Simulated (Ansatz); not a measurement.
What DFT gives for GeIrI3

```yaml
crystal:
  lattice:
    - [3.90679, 2.25558, 3.30616]
    - [-3.90679, 2.25558, 3.30616]
    - [0.00000, -4.51117, 3.30615]
  atoms:
    - { symbol: I, position: [0.50693, 0.99874, 0.50693] }
    - { symbol: I, position: [0.50693, 0.50693, 0.99874] }
    - { symbol: I, position: [0.99874, 0.50693, 0.50693] }
    - { symbol: Ir, position: [0.01000, 0.01000, 0.01000] }
    - { symbol: Ge, position: [0.53943, 0.53943, 0.53943] }
```

The numbers come from plane-wave PAW DFT (Ansatz): PBE, no spin polarisation, 420 eV, 6×6×6 Γ-centred k points, fermi-dirac occupations (width 0.1 eV). Nothing was relaxed.

Which element gives electrons and which takes them?

Bader charges in e: Ge +0.65, Ir +0.16, I -0.27. In the mean Ge gives up most and I takes most.

Which atom feels the largest force, and which way?

The largest is on Ge5: 0.97 eV/Å, components (0.00, 0.00, -0.97). It makes 120° with the line to a nearest neighbour, I1 at 2.57 Å.

What is the formation energy?

1.34 eV an atom against the elements' usual phases (free molecules for gases, crystals otherwise, with no correction for O₂ or N₂), so at this geometry it isn't bound against them. Relaxing would lower it.

What do density and ELF say about some of the short contacts?

I–Ge at 2.57 Å: least valence density 0.48 e/Å³ and ELF 0.60 there. Ir–I at 3.91 Å: least valence density 0.06 e/Å³ and ELF 0.10 there. These are pseudo-fields; inside the PAW spheres they differ from the all-electron ones.

What does the stress say?

The pressure is 1.8 GPa (compression positive), so with the atoms held at these fractions the cell would first expand; the forces are large, so a full relaxation may end otherwise.

Is there a gap?

It is a metal, with about 15 states/eV a cell as the mean within 0.25 eV of the Fermi level, mostly Ir d (82 %).

Origin: a known structure type with other elements, at an estimated volume, so it need not be a known compound. Caveats: many states at the Fermi level without spin polarisation, so a magnetic state may lie lower.
